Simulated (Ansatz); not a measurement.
Data:

Starting cell, LiF (rock salt):

```yaml
crystal:
  lattice:
    - [0.00000, 4.06787, 4.06787]
    - [2.03393, 0.00000, 2.03393]
    - [2.03393, 2.03393, 0.00000]
  atoms:
    - { symbol: F, position: [0.00000, 0.00000, 0.00000] }
    - { symbol: F, position: [0.50000, 0.00000, 0.00000] }
    - { symbol: Li, position: [0.25000, 0.50000, 0.50000] }
    - { symbol: Li, position: [0.75000, 0.50000, 0.50000] }
```

The atoms are displaced by Q × the pattern below (from a DFPT mode at L = (0.5, 0.0, 0.0), largest move 1; Q in Å), at fixed cell. (q is in reciprocal vectors of the primitive cell; the cell shown is doubled to hold the pattern.)

| atom | x | y | z |
|---|---|---|---|
| F1 | -0.577 | 0.577 | 0.577 |
| F2 | 0.577 | -0.577 | -0.577 |

Atoms not listed stay in place.

The numbers are results of PBE (plane waves to 420 eV, PAW, scalar-relativistic; Ansatz, a program for electronic structure), not measurements. k mesh 7×14×14 (Γ-centred), Fermi-Dirac smearing 0.05 eV. Energies are smeared free energies. LiF was relaxed with its symmetry unable to fall. ΔE is measured from the undisplaced structure.

The scan covers Q from -0.280 to 0.280 Å in 13 points.

Q: Which space group does the distorted structure have?

A: R-3m (No. 166), lowered from Fm-3m.

Q: Is this a single well or a double well?

A: A single well with its minimum at or next to zero displacement.

Q: What is the energy change at Q = 0.280 Å?

A: 788 meV/cell.

Q: What harmonic wavenumber does the curvature at Q = 0 give?

A: 371 cm⁻¹.

(For displaced atoms, the force is minus the slope of the energy, and its curvature is a force constant, which sets phonon frequencies.)
